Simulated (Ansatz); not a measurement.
Ta:
```yaml
crystal:
  lattice:
    - [-1.65258, 1.65258, 1.65258]
    - [1.65258, -1.65258, 1.65258]
    - [1.65258, 1.65258, -1.65258]
  atoms:
    - { symbol: Ta, position: [0.00000, 0.00000, 0.00000] }
```

Relaxed with r²SCAN.

Question: Map the electron localisation function on the plane through (0.000, 0.000, 0.000) spanned by u = [1, 1, 0] and v = [1, -1, 0] in lattice vectors, from r²SCAN in the plane-wave PAW code Ansatz.

Answer: x is the fraction of u, y of v (the angle between them is 90°; rows are the nearest grid lines); atoms in the plane: Ta at (0.00, 0.00), Ta at (0.50, 0.50).
```
| .#@#:.:++:.:#@#. |
|.=%@#:.-++-.:#@%=.|
|%@@@+::=**=::+@@@%|
|@@@#-:-+**+-:-#@@@|
|##+-::=++++=::-+##|
|-:::--=----=--:::-|
|::----::::::----::|
|===-::-=++=-::-===|
|**=-:-*%@@%*-:-=**|
|*+-::*@@@@@@*::-+*|
|+=:.=%@%++%@%=.:=+|
|+=:.=@@+  +@@=.:=+|
|+=:.=@@+  +@@=.:=+|
|+=:.=%@%++%@%=.:=+|
|*+-::*@@@@@@*::-+*|
|**=-:-*%@@%*-:-=**|
|===-::-=++=-::-===|
|::----::::::----::|
|-:::--=----=--:::-|
|##+-::=++++=::-+##|
|@@@#-:-+**+-:-#@@@|
|%@@@+::=**=::+@@@%|
|.=%@#:.-++-.:#@%=.|
| .#@#:.:++:.:#@#. |
```
Scale: ten equal steps from 0.021 (start of ' ') to 0.774 (end of '@'), in the order ' .:-=+*#%@'; x runs from 0.000 to 1.00, y from 0.000 (bottom) to 1.00 (top).

The density is the valence pseudo-density with augmentation charge, so density and ELF within about 1 Å of a nucleus are not all-electron values.

Space group Im-3m (bcc (W type)). The cell was relaxed with r²SCAN under the symmetry of its start. No spin polarisation was allowed. Spin–orbit coupling is left out wherever it is not named.

Potentials: the earlier of the program's two PAW sets.
